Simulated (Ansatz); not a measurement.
BeTe (zinc blende), relaxed with HSE06 (Ansatz, a first-principles code, plane waves, PAW): a = 5.6313 Å, b = 5.6313 Å, c = 5.6313 Å, α = 90.00°, β = 90.00°, γ = 90.00°.

```
Item                  Result
--------------------  ------
gap (eV)                2.66
B₀ by P(V) fit (GPa)    60.8
```

**Question.** The same phase is relaxed and computed with r²SCAN in the same code. What are the cell and these values now?

**Answer.** a = 5.6572 Å, b = 5.6572 Å, c = 5.6572 Å, α = 90.00°, β = 90.00°, γ = 90.00°.

- gap (eV): 2.38
- B₀ by P(V) fit (GPa): 59.3

All cells were relaxed under the symmetry of their starts (and spin orders); stability against distortions was not tested throughout. Scalar-relativistic: spin–orbit coupling is off unless named, which matters more the heavier the elements.

Potentials: the later of the program's two PAW sets.

Ansatz is a plane-wave DFT program.
